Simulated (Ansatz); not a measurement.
HgS:
```cif
data_HgS
_chemical_formula_sum 'Hg1 S1'
_space_group_name_H-M_alt 'P 1'
_space_group_IT_number 1
_cell_length_a 4.15481
_cell_length_b 4.15481
_cell_length_c 4.15481
_cell_angle_alpha 60.000
_cell_angle_beta 60.000
_cell_angle_gamma 60.000
loop_
_space_group_symop_operation_xyz
  'x, y, z'
loop_
_atom_site_label
_atom_site_type_symbol
_atom_site_fract_x
_atom_site_fract_y
_atom_site_fract_z
_atom_site_occupancy
Hg1 Hg 0.00000 0.00000 0.00000 1
S1 S 0.75000 0.75000 0.75000 1
```

Relaxed with PBEsol. PBEsol (plane waves, PAW; program Ansatz) gives no gap.

Task: What gap does HSE06 give on the same cell (Ansatz, PAW)?

Result: 0.41 eV. The hybrid was solved on a coarser mesh and at special points; its gap is the smallest among all of these. On such a mesh it can open a false gap in a semimetal.

| k | v1 PBEsol | c1 PBEsol | v1 HSE06 | c1 HSE06 |
|---|---|---|---|---|
| Γ | 0.00 | 0.00 | 0.00 | 0.41 |
| X | -2.31 | 3.15 | … | … |
| L | -0.97 | 1.50 | … | … |
| W | -2.32 | 3.75 | … | … |
| K | -1.87 | 3.25 | … | … |

Task: Top valence (v1) and lowest conduction level (c1) in eV from each method's valence maximum (which need not be a listed point): supply the withheld HSE06 values.

Result: 
- W, v1 HSE06: -2.52
- W, c1 HSE06: 4.97
- L, v1 HSE06: -1.04
- L, c1 HSE06: 2.55
- K, v1 HSE06: -2.01
- K, c1 HSE06: 4.36
- X, v1 HSE06: -2.48
- X, c1 HSE06: 4.24

Cost on shared cores: the PBEsol run (SCF on a 12×12×12 mesh, then bands and DOS) roughly 18 core-seconds, the HSE06 run (SCF on 6×6×6, then a few points) roughly 80 core-seconds; the tasks are unlike.

Space group F-43m (zinc blende). The PBEsol relaxation kept the symmetry of its start. Scalar-relativistic: spin–orbit coupling is off unless named, which matters more the heavier the elements.

Potentials: the later of the program's two PAW sets.
